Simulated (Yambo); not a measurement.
Absorption of Cs₂PtBr₆ (space group Fm-3m, No. 225) with and without the electron-hole interaction (Yambo, PBEsol bands; 4×4×4 mesh, 21 valence and 6 conduction bands, static screening with 155 bands and a 3 Ry block, scissor 2.12 eV, Tamm-Dancoff; field along x).

| E (eV) | Im ε, BSE | Im ε, independent quasiparticles |
|---|---|---|
| 1.35 | 0.04 | 0.03 |
| 1.45 | 0.04 | 0.04 |
| 1.55 | 0.04 | 0.04 |
| 1.65 | 0.05 | 0.04 |
| 1.75 | 0.05 | 0.04 |
| 1.85 | 0.05 | 0.04 |
| 1.95 | 0.06 | 0.05 |
| 2.05 | 0.06 | 0.05 |
| 2.15 | 0.07 | 0.05 |
| 2.25 | 0.08 | 0.06 |
| 2.35 | 0.09 | 0.06 |
| 2.45 | 0.10 | 0.07 |
| 2.55 | 0.12 | 0.07 |
| 2.65 | 0.14 | 0.08 |
| 2.75 | 0.16 | 0.09 |
| 2.85 | 0.20 | 0.10 |
| 2.95 | 0.26 | 0.11 |
| 3.05 | 0.36 | 0.13 |
| 3.15 | 0.54 | 0.14 |
| 3.25 | 0.83 | 0.17 |
| 3.35 | 1.20 | 0.20 |
| 3.45 | 1.79 | 0.23 |
| 3.55 | 2.28 | 0.29 |
| 3.65 | 2.42 | 0.37 |
| 3.75 | 2.33 | 0.51 |
| 3.85 | 1.96 | 0.76 |
| 3.95 | 1.43 | 1.21 |
| 4.05 | 0.99 | 1.79 |
| 4.15 | 0.79 | 2.30 |
| 4.25 | 0.72 | 2.93 |
| 4.35 | 0.67 | 3.28 |
| 4.45 | 0.62 | 3.39 |
| 4.55 | 0.59 | 3.67 |
| 4.65 | 0.58 | 3.64 |
| 4.75 | 0.54 | 3.39 |
| 4.85 | 0.52 | 2.88 |
| 4.95 | 0.54 | 2.43 |
| 5.05 | 0.61 | 1.88 |
| 5.15 | 0.77 | 1.49 |
| 5.25 | 1.11 | 1.23 |
| 5.35 | 1.72 | 0.98 |
| 5.45 | 2.31 | 0.83 |
| 5.55 | 3.07 | 0.84 |
| 5.65 | 3.72 | 1.00 |
| 5.75 | 3.45 | 1.29 |
| 5.85 | 2.94 | 1.65 |
| 5.95 | 3.01 | 2.41 |
| 6.05 | 3.24 | 3.66 |
| 6.15 | 3.66 | 4.20 |
| 6.25 | 3.81 | 4.00 |
| 6.35 | 3.51 | 4.38 |
| 6.45 | 3.65 | 4.54 |
| 6.55 | 3.88 | 4.64 |
| 6.65 | 2.98 | 4.37 |
| 6.75 | 2.23 | 3.47 |
| 6.85 | 2.32 | 3.02 |
| 6.95 | 2.88 | 2.59 |
| 7.05 | 2.45 | 1.71 |
| 7.15 | 1.84 | 1.12 |
| 7.25 | 1.72 | 0.85 |
| 7.35 | 1.55 | 0.78 |
| 7.45 | 1.54 | 0.86 |
| 7.55 | 1.83 | 1.01 |
| 7.65 | 1.92 | 1.01 |
| 7.75 | 1.96 | 0.83 |
| 7.85 | 2.07 | 0.77 |
| 7.95 | 2.31 | 0.86 |
| 8.05 | 2.15 | 1.00 |
| 8.15 | 2.17 | 1.14 |
| 8.25 | 2.35 | 1.16 |

The scissor comes from a G0W0 run whose convergence isn't established. Broadening 0.15 eV. The band window holds all transitions up to 8.3 eV. Fine structure above the onset can come from the mesh.

Spin-orbit coupling is left out, which matters for elements this heavy: edges can move by tenths of an eV.

Geometry of the Materials Project entry, not relaxed at this level; primitive cell a = b = c = 7.648 Å, α = β = γ = 60.00°.

The structure is a Materials Project entry; no match was found in the copy of COD used, and its stability was not checked.
